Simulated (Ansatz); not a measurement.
Sc3Al (Cu3Au type, Pm-3m), PBEsol (plane waves, PAW; program Ansatz), all energies at zero smearing, with the estimated change up to a 700 eV cutoff added, with one set of potentials and settings (totals compare only within such a set). Cell of 4 atoms (3 Sc, 1 Al): -6859.699 eV.

```json
[
 {"element": "Sc", "reference phase": "P6_3/mmc, 2 atoms in the cell", "E (eV/atom)": "-2111.3699"},
 {"element": "Al", "reference phase": "Fm-3m, 1 atoms in the cell", "E (eV/atom)": "-524.5507"}
]
```

Formation energy per atom, worked out: (-6859.699 − 3×(-2111.3699) − 1×(-524.5507))/4 = -0.260 eV/atom (-25 kJ per mol of atoms), at 0 K, without zero-point energy or fitted corrections.

The workflow started from a Materials Project entry (that database holds measured and hypothetical structures alike); the Crystallography Open Database copy checked does not list it. Whether it is the stable phase at ambient conditions was not checked. The cell was relaxed with PBEsol under the symmetry of its start; whether a distortion lowers the energy is not shown. The run is not spin-polarised. The references are the lowest solids computed at this level, not always the standard phases.

Potentials: the later of the program's two PAW sets.
